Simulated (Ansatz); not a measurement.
Relaxed-ion elastic tensor of Y (fcc (Cu type), space group No. 225) in GPa (Voigt order), the program Ansatz at the r²SCAN level (PAW); density 4.45 g/cm³, 33.19 Å³ per atom.

```csv
,1,2,3,4,5,6
1,48.0,31.9,31.9,0.0,0.0,0.0
2,31.9,48.0,31.9,0.0,0.0,0.0
3,31.9,31.9,48.0,0.0,0.0,0.0
4,0.0,0.0,0.0,27.3,0.0,0.0
5,0.0,0.0,0.0,0.0,27.3,0.0
6,0.0,0.0,0.0,0.0,0.0,27.3
```

Task: Is the crystal mechanically stable?

Result: Yes: the smallest eigenvalue of C is 16.1 GPa.

Task: Work out the Voigt, Reuss and Hill averages.

Result: K_V = 37.2, K_R = 37.2, K_H = 37.2; G_V = 19.6, G_R = 14.0, G_H = 16.8 GPa.

Task: Give Young's modulus, Poisson's ratio, Pugh's ratio and the universal anisotropy index.

Result: E = 9KG/(3K + G) = 43.8 GPa; ν = 0.30; K/G = 2.22 (ductile by the Pugh limit of 1.75); A_U = 5G_V/G_R + K_V/K_R − 6 = 2.03.

Task: Estimate the sound speeds and the Debye temperature.

Result: v_l = √((K + 4G/3)/ρ) = 3660 m/s, v_t = √(G/ρ) = 1940 m/s, mean 2170 m/s; Θ = (h/k)(3n/4πV)^(1/3) v_m = 201 K.

Task: Give the Zener ratio and Young's modulus along [100], [110] and [111].

Result: A = 2C44/(C11 − C12) = 3.39; 1/E = S11 − 2(S11 − S12 − S44/2)Γ with Γ = 0, 1/4, 1/3 gives 22.5, 44.5, 65.9 GPa.

Space group Fm-3m (fcc (Cu type)). The first step of the workflow began from a Materials Project structure, measured or hypothetical; the Crystallography Open Database files this formula in space group No. 225, but the cells were not matched. It is not the phase usual at ambient conditions (space group No. 194). Symmetry was held in the r²SCAN relaxation; its stability against distortions is not shown here. No spin polarisation was allowed. As this level gives no gap, shear constants depend on the k-mesh and smearing (Fermi–Dirac, 0.1 eV here).

Potentials: the earlier of the program's two PAW sets. The files were generated under PBE; for other functionals the program regenerates the frozen cores, and for LDA and PBEsol the local potential too.
